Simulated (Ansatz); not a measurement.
## What a trial cell of HfMg₃Cu relaxes into

The calculation used DFT PBE, scalar-relativistic, plane waves, PAW (Ansatz 0.2.0). Cutoff 420 eV, Gaussian smearing, Γ-centred meshes. Cell and atoms relax first on a coarse mesh and then on a finer one. In between, the cell is made exact in the group found at 0.06 Å. In metals the finer mesh still leaves noise of several meV/atom or more. The steps can't lower the symmetry of their start. No spin polarisation.

A trial structure of HfMg₃Cu was built thus: random cell by space group and Wyckoff sites (P4/mmm, No. 123). Its size is a rough estimate.

```
CELL_PARAMETERS angstrom
4.23954 0.00000 0.00000
0.00000 4.23954 0.00000
0.00000 0.00000 5.38044
ATOMIC_POSITIONS crystal
Mg 0.50000 0.50000 0.50000
Mg 0.00000 0.00000 0.31694
Mg 0.00000 0.00000 0.68306
Hf 0.50000 0.50000 0.00000
Cu 0.00000 0.00000 0.00000
```

Energies over the elements count from the elements' standard structures at the same level, with no fitted energy shifts.

Question: Where does the relaxation end?

Answer: The symmetry stays P4/mmm (No. 123). The volume per atom grows by 15.2 %, from 19.3 to 22.3 Å³. The shortest distance goes from 1.71 Å (Mg–Cu) to 2.48 Å (Mg–Cu). The ratio c/a of the conventional cell changes by a factor of 1.81. The energy falls by about 2.1 eV/atom (the start's value is from the coarse mesh). Conventional cell: a = 3.644 Å, c = 8.387 Å. Around Mg on a site of symmetry 4/mmm lie 8 Mg at 3.09 Å and 4 Mg at 3.64 Å; around Mg on a site of symmetry 4mm lie 1 Cu at 2.48 Å and 4 Mg at 3.09 Å; around Hf lie 4 Cu at 2.58 Å, 8 Mg at 3.58 Å and 4 Hf at 3.64 Å; Cu has 2 Mg at 2.48 Å and 4 Hf at 2.58 Å.

```xyz
5
Lattice="3.6439 0.0000 0.0000 0.0000 3.6439 0.0000 0.0000 0.0000 8.3869" Properties=species:S:1:pos:R:3 pbc="T T T"
Mg    1.8220    1.8220    4.1935
Mg    0.0000    0.0000    2.4801
Mg    0.0000    0.0000    5.9068
Hf    1.8220    1.8220    0.0000
Cu    0.0000    0.0000    0.0000
```

Question: Give its energy and gap.

Answer:

* Energy over the elements: +0.24 eV/atom
* Gap on the 10×10×6 mesh of the 5-atom cell: 0 eV (a metal)

A positive value: parting into the elements would lower its energy.

The last run used Gaussian smearing of 0.10 eV. These runs have no spin–orbit coupling, which can matter for Hf. A structure relaxed within its symmetry needn't be a true minimum.
